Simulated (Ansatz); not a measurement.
Geometry optimisation in Ansatz: input, command and trajectory.

```yaml
crystal:
  lattice:
    - [3.0714039476, 0.0, 0.0]
    - [0.0, 3.0714039476, 0.0]
    - [0.0, 0.0, 4.2100255416]
  atoms:
    - { symbol: Zr, position: [0.5, 0.5, 0.5] }
    - { symbol: Hg, position: [0.0, 0.0, 0.0] }
basis:
  ecutwfc: 420
kpoints:
  mp_grid: { grid: [14, 14, 10] }
hamiltonian:
  xc: pbesol
scf:
  occupations: { method: gaussian, width: 0.1 }
output:
  forces: true
  stress: true
  eigenvalues: true
relax:
  adjacent_minimum: "off"
  f_tol: 0.01
  max_steps: 30
  cell: { stress_tol: 0.1, fix: [volume] }
```

```bash
ansatz run input.yaml --threads 1 --pin off --max-ram 2560MiB --backend cpu --events-out ev --progress --plain --runs-dir out
```

Level of theory: Ansatz, DFT PBEsol, scalar-relativistic, plane waves, PAW.

The volume is held at 0.97 times that of the relaxed cell.

Of 3 frames 3 are shown, positions in Å and forces in eV/Å; the SCF threshold varies from step to step. Steps run on the plane waves of an earlier cell, with a Pulay correction in the pressure. The basis is chosen afresh for the last frame, the zero of the energies, and at times for earlier ones too; energy and pressure step there, also at an unchanged geometry.

```xyz
2
Lattice="3.0714 0.0000 0.0000 0.0000 3.0714 0.0000 0.0000 0.0000 4.2100" Properties=species:S:1:pos:R:3:forces:R:3 pbc="T T T" step=1 free_energy_over_end_meV_per_atom=0.11 pressure_GPa=3.82
Zr    1.5357    1.5357    2.1050    0.0000    0.0000    0.0000
Hg    0.0000    0.0000    0.0000    0.0000    0.0000    0.0000
2
Lattice="3.0654 0.0000 0.0000 0.0000 3.0654 0.0000 0.0000 0.0000 4.2266" Properties=species:S:1:pos:R:3:forces:R:3 pbc="T T T" step=2 free_energy_over_end_meV_per_atom=0.00 pressure_GPa=3.76
Zr    1.5327    1.5327    2.1133    0.0000    0.0000    0.0000
Hg    0.0000    0.0000    0.0000    0.0000    0.0000    0.0000
2
Lattice="3.0654 0.0000 0.0000 0.0000 3.0654 0.0000 0.0000 0.0000 4.2266" Properties=species:S:1:pos:R:3:forces:R:3 pbc="T T T" step=3 free_energy_over_end_meV_per_atom=0.00 pressure_GPa=3.76
Zr    1.5327    1.5327    2.1133    0.0000    0.0000    0.0000
Hg    0.0000    0.0000    0.0000    0.0000    0.0000    0.0000
```

It took 21 s on 1 thread of Arm Neoverse V2 (shared host), peak memory 0.44 GiB.

Spin–orbit coupling is left out, which can shift energies with elements as heavy as these.